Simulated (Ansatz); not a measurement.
Values for one crystal, relaxed and computed with r²SCAN (plane waves, PAW; program Ansatz); other levels are named.

| Property | Value |
|---|---|
| Volume per atom | 28.35 Å³ |
| Band gap | 0.94 eV (indirect) |
| Conduction-band minimum | off the standard path, at k = (0.000, 0.469, 0.427) in fractions of the reciprocal vectors |
| Zone-centre stability | no imaginary mode at Γ |
| Pressure derivative B′ | 7.6 |
| Highest zone-centre frequency (without LO–TO term) | 185 cm⁻¹ |
| Hole effective mass with spin–orbit coupling | 0.51, 0.54, 0.91 mₑ (principal values) |

Pick the material that matches.
A. MgSe, wurtzite
B. Zn2SeS, R3m (Zn on 3a, Zn on 3a, Se on 3a, S on 3a)
C. MgSe, rock salt
D. SnSe, Pnma (Sn on 4c, Se on 4c)

D, SnSe, Pnma (Sn on 4c, Se on 4c)

The r²SCAN relaxation kept the symmetry of its start. The volume moved by 45 % from the start of the relaxation. Spin–orbit coupling is left out wherever it is not named.

Potentials: the later of the program's two PAW sets.
